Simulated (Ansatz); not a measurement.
An Ansatz (an electronic-structure program) run. Input:

Ansatz 0.2 input:
```yaml
crystal:
  lattice:
    - [0.0, 6.211724849, 6.211724849]
    - [6.211724849, 0.0, 6.211724849]
    - [6.211724849, 6.211724849, 0.0]
  atoms:
    - { symbol: Zr, position: [0.125, 0.625, 0.625] }
    - { symbol: Zr, position: [0.625, 0.625, 0.125] }
    - { symbol: Zr, position: [0.625, 0.125, 0.625] }
    - { symbol: Zr, position: [0.625, 0.625, 0.625] }
    - { symbol: Zr, position: [0.8163527836, 0.8163527836, 0.1836472164] }
    - { symbol: Zr, position: [0.0663527836, 0.0663527836, 0.4336472164] }
    - { symbol: Zr, position: [0.1836472164, 0.1836472164, 0.8163527836] }
    - { symbol: Zr, position: [0.4336472164, 0.4336472164, 0.0663527836] }
    - { symbol: Zr, position: [0.1836472164, 0.8163527836, 0.8163527836] }
    - { symbol: Zr, position: [0.4336472164, 0.0663527836, 0.0663527836] }
    - { symbol: Zr, position: [0.8163527836, 0.1836472164, 0.1836472164] }
    - { symbol: Zr, position: [0.0663527836, 0.4336472164, 0.4336472164] }
    - { symbol: Zr, position: [0.8163527836, 0.1836472164, 0.8163527836] }
    - { symbol: Zr, position: [0.0663527836, 0.4336472164, 0.0663527836] }
    - { symbol: Zr, position: [0.1836472164, 0.8163527836, 0.1836472164] }
    - { symbol: Zr, position: [0.4336472164, 0.0663527836, 0.4336472164] }
    - { symbol: Rh, position: [0.7854657134, 0.4048447622, 0.4048447622] }
    - { symbol: Rh, position: [0.8451552378, 0.8451552378, 0.4645342866] }
    - { symbol: Rh, position: [0.4048447622, 0.7854657134, 0.4048447622] }
    - { symbol: Rh, position: [0.8451552378, 0.8451552378, 0.8451552378] }
    - { symbol: Rh, position: [0.4048447622, 0.4048447622, 0.4048447622] }
    - { symbol: Rh, position: [0.8451552378, 0.4645342866, 0.8451552378] }
    - { symbol: Rh, position: [0.4048447622, 0.4048447622, 0.7854657134] }
    - { symbol: Rh, position: [0.4645342866, 0.8451552378, 0.8451552378] }
    - { symbol: O, position: [0.625, 0.125, 0.125] }
    - { symbol: O, position: [0.125, 0.125, 0.625] }
    - { symbol: O, position: [0.125, 0.625, 0.125] }
    - { symbol: O, position: [0.125, 0.125, 0.125] }
kpoints:
  mp_grid: { grid: [6, 6, 6] }
hamiltonian:
  xc: r2scan
  pseudopotentials: { kind: paw }
scf:
  occupations: { method: gaussian, width: 0.05 }
checkpoint: { read: metal.run }
output: { write_density: true, elf: true, volumetric_format: npy }
basis: { fft_grid_basis: typed }
```

Output (shortened):

```
Pseudopotential: Zr, paw, valence charge 12
Pseudopotential: Rh, paw, valence charge 17
Pseudopotential: O, paw, valence charge 6
Functional definition: r2SCAN
Crystal: 28 atoms, lattice volume = 479.365 Å³
Basis set: ecut = 500 eV, 12051 PW (Γ), exchange–correlation on 288×288×288 points (64 copies of the dense FFT grid, shifted against one another)
Bands: 212, of which v1, the nominal top of the filled ones, is band 176 counted from 1 (175 counted from 0)
Symmetry: 48 space group operations
Space group: Fd-3m (ITA 227), of the structure as read, at distance tolerance 7.8e-5 Å
k-points: 16 of 216
Stability of the state it starts from, as read at its close in the unpolarized treatment …
iter 1 solved again at ethr=6.92e-8 eV; its pass at ethr=3.10e-3 eV (dr2=2.44e-4 eV) is discarded
SCF iter   1: F=—  HF=-120744.866216 eV  |F-HF|=—  |Δ(HF+E_count)|=         —  Δρ=6.47e-7  dr2=1.02e-9  dr2_τ=2.71e-10  ethr=6.92e-8  ⟨swp⟩=3.2  Hψ=21462  notcnv=0
preconditioner: auto → Kerker (q_TF=auto, 2.591 Å⁻¹)
SCF iter   2: F=—  HF=-120744.867307 eV  |F-HF|=—  |Δ(HF+E_count)|=   1.09e-3  Δρ=3.34e-7  dr2=2.82e-10  dr2_τ=2.04e-10  ethr=1.00e-12  ⟨swp⟩=8.2  Hψ=13427  notcnv=0
SCF iter   3: F=-120744.867307 eV  HF=-120744.867307 eV  |F-HF|=8.73e-11  |Δ(HF+E_count)|=  2.91e-11  Δρ=2.08e-7  dr2=9.56e-11  dr2_τ=2.83e-11  ethr=1.00e-12  ⟨swp⟩=1.0  Hψ=6861  notcnv=0
SCF 1 converged in 3 iterations: F = -120744.867307 eV  dr2 = 9.56e-11
SCF converged after 3 iterations
Free energy (F): -120744.867307 eV
Harris-Foulkes:  -120744.867307 eV  (|F-HF|=8.73e-11)
Internal energy: -120744.841823 eV  (E = F + TS)
E sigma→0 (E₀):  -120744.854565 eV
Entropy (-TS):   -0.025484 eV (-0.910 meV/atom)
Fermi energy:    16.834140 eV
--- Per-component energies (eV) ---
  E_band       = -2665.932491
  E_kinetic    = 10625.259042
  E_local      = -26450.738382  (includes V_loc(G=0)·N_el)
  E_nonlocal   = 4288.415177
  E_hartree    = 9220.881133
  E_xc         = -4532.121550
  E_vxc        = -6333.568084  (∫ρ·V_xc dr)
  E_paw        = -77004.741054  (= ΣΔE_a)
  E_vpaw       = -3635.761949  (= ΣTr[D̂ρ^β])
  E_aug_tail   = 0.009158  (compensation charges beyond the density's cutoff)
  E_vtau       = 398.689913  (kinetic-family band-sum trace: ∫τ·v_τ [+ j·A + Jᵃ·Aᵃ] dr)
  E_ewald      = -36886.082041
  E_core_change = -5.723306  (= ΣΔE_core)
  E_smearing   = -0.025484  (= −TS)
  E_closure    = 0.000000  (closes the sum)
  Σ components = -120744.867307   (vs F -120744.867307, Δ=0.00e0)
  [band-id]    e_kinetic+e_local+e_nonlocal+2·e_hartree+e_vxc+e_vpaw+e_augmentation_tail+e_vtau = -2665.932860   (vs E_band -2665.932491, Δ=-3.68e-4)
--- Band table (eV; the first three rows and the last of 16) ---
  k-point 0: bands = ["-63.8152", "-63.8152", "-63.8132", "-63.8132", "-63.8132", "-63.8131", "-63.8131", "-63.8131", "-34.1645", "-34.0921", "-34.0795", "-34.0795", "-34.0795", "-34.0757", "-34.0757", "-34.0757", "-34.0699", "-34.0699", "-34.0335", …
  k-point 1: bands = ["-63.8152", "-63.8152", "-63.8132", "-63.8132", "-63.8132", "-63.8131", "-63.8131", "-63.8131", "-34.1618", "-34.1007", "-34.0834", "-34.0834", "-34.0821", "-34.0738", "-34.0738", "-34.0672", "-34.0666", "-34.0666", "-34.0349", …
  k-point 2: bands = ["-63.8152", "-63.8152", "-63.8132", "-63.8132", "-63.8132", "-63.8131", "-63.8131", "-63.8131", "-34.1549", "-34.1150", "-34.0869", "-34.0869", "-34.0829", "-34.0737", "-34.0737", "-34.0597", "-34.0597", "-34.0593", "-34.0384", …
  k-point 15: bands = ["-63.8152", "-63.8152", "-63.8132", "-63.8132", "-63.8132", "-63.8132", "-63.8131", "-63.8131", "-34.1355", "-34.1355", "-34.0974", "-34.0974", "-34.0738", "-34.0738", "-34.0627", "-34.0627", "-34.0501", "-34.0501", "-34.0453", …
```

Cost: around 3 core-minutes (rough) on shared cores.

The start of the workflow was typed in or built on a structure type; neither database checked (COD, Materials Project) lists it. Whether it is the stable phase at ambient conditions was not checked. The cell was relaxed with r²SCAN under the symmetry of its start; its stability against distortions is not shown here. No spin polarisation was allowed. Scalar-relativistic: spin–orbit coupling is off unless named, which matters more the heavier the elements.

Potentials: the later of the program's two PAW sets.

Ansatz is a plane-wave DFT program.
